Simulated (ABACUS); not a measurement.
Consider a self-consistent single point of HfSi (Pnma, 8 atoms in the cell; from Materials Project mp-1042, changed as shown).

```
HfSi
1.0
    6.99699     0.00000     0.00000
    0.00000     3.84214     0.00000
    0.00000     0.00000     5.32590
Hf Si
4 4
Cartesian
  4.72395   0.96053   1.99396
  2.27304   2.88160   3.33194
  5.77154   2.88160   4.65691
  1.22545   0.96053   0.66899
  3.80021   0.96053   4.58491
  3.19679   2.88160   0.74099
  6.69528   2.88160   1.92196
  0.30171   0.96053   3.40394
```

Level of theory: PBEsol, PseudoDojo 0.4 standard norm-conserving PBEsol (tails mended) pseudopotentials (plane waves; ABACUS 3.10.1).

ABACUS settings:

| key | value |
|---|---|
| KPT | Gamma 3 5 3 0 0 0 |
| basis_type | pw |
| dft_functional | PBESOL |
| ecutwfc | 58 Ry |
| smearing_method | mv |
| smearing_sigma | 0.00999582 Ry |
| potentials | PseudoDojo 0.4 standard norm-conserving PBEsol (tails mended) |
| symmetry | 1 |
| symmetry_prec | 1e-05 |
| ks_solver | cg |
| scf_nmax | 100 |
| scf_thr | 1.0e-09 Ry |
| mixing_type | pulay |

Results:

* **Number of valence electrons**: 64
* **Number of bands**: 42
* **Number of k-points after the program's reduction**: 12
* **Number of plane waves (most at a k-point)**: 7223
* **Number of SCF iterations**: 9
* **FFT grid**: 72 × 36 × 50
* **Free energy E − TS**: -6604.2946 eV
* **Fermi level (on the code's own zero)**: 13.39 eV
* **Pressure**: -9.51 GPa
* **Largest force (vector length)**: 0.169 eV/Å

Forces (eV/Å):
| atom | Fx | Fy | Fz |
|---|---|---|---|
| Hf1 | 0.162 | 0.000 | -0.049 |
| Hf2 | -0.162 | 0.000 | 0.049 |
| Hf3 | -0.162 | 0.000 | -0.049 |
| Hf4 | 0.162 | 0.000 | 0.049 |
| Si5 | 0.023 | 0.000 | -0.079 |
| Si6 | -0.023 | 0.000 | 0.079 |
| Si7 | -0.023 | 0.000 | -0.079 |
| Si8 | 0.023 | 0.000 | 0.079 |

Stress (GPa, positive for compression):
```
-9.53   0.00   0.00
 0.00  -9.43   0.00
 0.00   0.00  -9.57
```

For comparison: a first run was changed to give this one (volume scaled by 1.06), and from it to this one the free energy goes up by 36.3 meV/atom, the pressure goes from -1.59 to -9.51 GPa and the largest force hardly changes (0.165 to 0.169 eV/Å).

The structure comes from a collection of computed structures, made at another level of theory; the collection holds predicted forms beside known ones. No clean gap shows at this smearing width and mesh (spacing up to 0.39 Å⁻¹); the mesh is coarse for partly filled bands, so the values carry mesh errors.

Cost on one core: roughly 5 core-minutes.

“Tails mended”: in these copies of the files the far tail of each local potential was reset to the Coulomb form.
